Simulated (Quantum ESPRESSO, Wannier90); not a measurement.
**CsPbBr3 (cubic perovskite): Wannier90 run**

```yaml
crystal:
  lattice:
    - [5.94863, 0.00000, 0.00000]
    - [0.00000, 5.94863, 0.00000]
    - [0.00000, 0.00000, 5.94863]
  atoms:
    - { symbol: Cs, position: [0.00000, 0.00000, 0.00000] }
    - { symbol: Pb, position: [0.50000, 0.50000, 0.50000] }
    - { symbol: Br, position: [0.50000, 0.50000, 0.00000] }
    - { symbol: Br, position: [0.00000, 0.50000, 0.50000] }
    - { symbol: Br, position: [0.50000, 0.00000, 0.50000] }
```

Structure: Materials Project mp-600089, symmetrised, not relaxed again. COD (Crystallography Open Database) records the formula in this space group. Ideal cubic forms of this type are often high-temperature phases that distort on cooling; symmetry holds the cell here, and its stability was not tested. Method: PBEsol plane waves in Quantum ESPRESSO 7.5 (PseudoDojo norm-conserving files, 50 Ry, no spin polarisation, no spin-orbit coupling), Bloch states on a 4×4×4 mesh through Γ, Wannier90 4.0.1. Density: 6×6×6 mesh, cold smearing 0.01 Ry. Spin-orbit coupling is left out although heavy elements are present.

Functional, cutoff and mesh named above are those of the base row (1); the first column says what each row takes instead. Model: 12 functions from bands 7-9,14-22, start SCDM (isolated) (the valence bands). Energies are relative to the valence-band maximum; the misfit is to pw.x on a path, for all bands of the set. The lattice is scaled uniformly, fractional positions fixed. Ω_total can sit in another minimum from row to row; Ω_I of an isolated set cannot.

```csv
scale,Ω_I (Å²),Ω_total (Å²),rms misfit (meV),gap (eV),bottom of band 7 (eV)
0.95,22.39,25.45,24,0.88,-15.97
0.975,21.22,24.22,16,1.28,-15.17
1,20.33,23.29,12,1.59,-14.49
1.025,19.66,22.58,8.5,1.83,-13.92
1.05,19.14,22.05,6.4,2.01,-13.45
```
